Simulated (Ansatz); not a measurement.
Consider the following.

C8H4N6PtZn:
```xyz
20
Lattice="7.1850 0.0000 0.0000 0.0000 7.4113 0.0000 0.0000 0.0000 7.4710" Properties=species:S:1:pos:R:3 pbc="T T T"
Zn     0.0000     0.0000     0.0000
Pt     0.0000     3.7057     3.7355
N      0.0000     5.9320     5.9559
C      0.0000     5.1039     5.1351
N      0.0000     1.4793     5.9559
C      0.0000     2.3074     5.1351
N      0.0000     5.9320     1.5151
C      0.0000     5.1039     2.3359
N      0.0000     1.4793     1.5151
C      0.0000     2.3074     2.3359
N      2.2085     0.0000     0.0000
N      4.9765     0.0000     0.0000
C      2.8964     0.0000     6.3233
H      2.3140     0.0000     5.4020
C      2.8964     0.0000     1.1476
H      2.3140     0.0000     2.0690
C      4.2886     0.0000     6.3233
H      4.8711     0.0000     5.4020
C      4.2886     0.0000     1.1476
H      4.8711     0.0000     2.0690
```

This is the PBE+D3(BJ)-relaxed structure. Tensor components refer to the Cartesian frame of this cell.

Problem. All from PBE+D3(BJ) (plane waves, PAW; program Ansatz), unless another level is named. Predict the bulk modulus (Birch–Murnaghan fit).

Solution. 27.0 GPa.

Problem. And the elastic constants (relaxed ions, GPa)?

Solution. C11 = 36.3, C22 = 59.7, C33 = 58.0, C12 = 17.3, C13 = 16.6, C23 = 50.4, C44 = 22.5, C55 = -0.5, C66 = -0.1.

Space group Pmmm. The cell is a constructed one: a structure type filled with these elements; neither database checked (COD, Materials Project) lists it. Whether it is the stable phase at ambient conditions was not checked. The PBE+D3(BJ) relaxation kept the symmetry of its start; its stability against distortions is not shown here. The run is not spin-polarised. Spin–orbit coupling is left out wherever it is not named.

Potentials: the later of the program's two PAW sets.
